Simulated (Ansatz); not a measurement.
Lu3TlC:
```cif
data_CLu3Tl
_chemical_formula_sum 'Lu3 Tl1 C1'
_space_group_name_H-M_alt 'P 1'
_space_group_IT_number 1
_cell_length_a 4.74973
_cell_length_b 4.74973
_cell_length_c 4.74973
_cell_angle_alpha 90.000
_cell_angle_beta 90.000
_cell_angle_gamma 90.000
loop_
_space_group_symop_operation_xyz
  'x, y, z'
loop_
_atom_site_label
_atom_site_type_symbol
_atom_site_fract_x
_atom_site_fract_y
_atom_site_fract_z
_atom_site_occupancy
Lu1 Lu 0.50000 0.00000 0.50000 1
Lu2 Lu 0.00000 0.50000 0.50000 1
Lu3 Lu 0.50000 0.50000 0.00000 1
Tl1 Tl 0.00000 0.00000 0.00000 1
C1 C 0.50000 0.50000 0.50000 1
```

Relaxed with r²SCAN.

Which orbitals make up the states near the Fermi level in DFT-r²SCAN in the program Ansatz with PAW potentials?

Within 0.5 eV of the Fermi level: Lu 5d 80 %, Tl 6p 9 %, C 2p 6 %. Projections are on Löwdin-orthogonalised atomic valence shells; empty p or d shells of many metals are not among them.

Tabulate the density of states.

States/eV per cell of 5 atoms, in 0.25 eV bins, energy from the Fermi level.

| E (eV) | total | Lu 4f | Lu 5d | C 2p |
|---|---|---|---|---|
| -7.85 | 0.11 | 0.00 | 0.03 | 0.00 |
| -7.60 | 0.58 | 0.00 | 0.14 | 0.00 |
| -7.35 | 1.16 | 0.01 | 0.25 | 0.02 |
| -7.10 | 2.21 | 0.02 | 0.44 | 0.05 |
| -6.85 | 2.48 | 0.02 | 0.66 | 0.03 |
| -6.60 | 1.46 | 0.01 | 0.54 | 0.01 |
| -6.35 | 0.00 | 0.00 | 0.00 | 0.00 |
| -6.10 | 0.00 | 0.00 | 0.00 | 0.00 |
| -5.85 | 0.00 | 0.00 | 0.00 | 0.00 |
| -5.60 | 0.00 | 0.00 | 0.00 | 0.00 |
| -5.35 | 0.00 | 0.00 | 0.00 | 0.00 |
| -5.10 | 0.00 | 0.00 | 0.00 | 0.00 |
| -4.85 | 98.24 | 96.62 | 0.42 | 0.87 |
| -4.60 | 69.75 | 69.36 | 0.15 | 0.09 |
| -4.35 | 0.00 | 0.00 | 0.00 | 0.00 |
| -4.10 | 1.95 | 0.27 | 0.62 | 0.64 |
| -3.85 | 2.49 | 0.30 | 0.76 | 0.81 |
| -3.60 | 2.63 | 0.25 | 0.80 | 0.81 |
| -3.35 | 3.25 | 0.21 | 1.02 | 0.82 |
| -3.10 | 2.05 | 0.12 | 0.65 | 0.64 |
| -2.85 | 1.84 | 0.09 | 0.60 | 0.65 |
| -2.60 | 1.61 | 0.07 | 0.54 | 0.60 |
| -2.35 | 1.64 | 0.05 | 0.58 | 0.63 |
| -2.10 | 2.14 | 0.05 | 0.76 | 0.85 |
| -1.85 | 2.29 | 0.05 | 0.79 | 0.93 |
| -1.60 | 6.34 | 0.10 | 2.32 | 2.22 |
| -1.35 | 5.35 | 0.07 | 1.84 | 1.61 |
| -1.10 | 4.02 | 0.04 | 1.48 | 0.71 |
| -0.85 | 6.06 | 0.03 | 3.44 | 0.30 |
| -0.60 | 3.04 | 0.01 | 1.96 | 0.20 |
| -0.35 | 1.13 | 0.01 | 0.79 | 0.13 |
| -0.10 | 0.17 | 0.00 | 0.14 | 0.01 |
| 0.15 | 0.48 | 0.00 | 0.42 | 0.01 |
| 0.40 | 0.99 | 0.00 | 0.91 | 0.02 |
| 0.65 | 1.63 | 0.00 | 1.53 | 0.04 |
| 0.90 | 1.90 | 0.00 | 1.77 | 0.05 |
| 1.15 | 2.26 | 0.01 | 2.09 | 0.06 |
| 1.40 | 2.45 | 0.01 | 2.18 | 0.07 |
| 1.65 | 2.77 | 0.01 | 2.31 | 0.10 |
| 1.90 | 3.88 | 0.01 | 3.05 | 0.18 |
| 2.15 | 3.93 | 0.01 | 2.85 | 0.22 |
| 2.40 | 10.32 | 0.02 | 7.99 | 0.63 |
| 2.65 | 4.41 | 0.01 | 3.22 | 0.29 |
| 2.90 | 2.87 | 0.01 | 1.99 | 0.16 |
| 3.15 | 2.07 | 0.00 | 1.54 | 0.11 |
| 3.40 | 1.41 | 0.00 | 1.06 | 0.04 |
| 3.65 | 2.66 | 0.00 | 1.87 | 0.05 |
| 3.90 | 3.92 | 0.00 | 2.78 | 0.07 |
| 4.15 | 4.94 | 0.00 | 3.43 | 0.07 |
| 4.40 | 5.66 | 0.00 | 4.50 | 0.05 |
| 4.65 | 5.83 | 0.00 | 4.58 | 0.04 |

Space group Pm-3m (anti-perovskite). The first step of the workflow began from a Materials Project structure, measured or hypothetical; the Crystallography Open Database copy checked does not list it. Whether it is the stable phase at ambient conditions was not checked. Symmetry was held in the r²SCAN relaxation; its stability against distortions is not shown here. Spin–orbit coupling is left out wherever it is not named.

Potentials: the later of the program's two PAW sets.
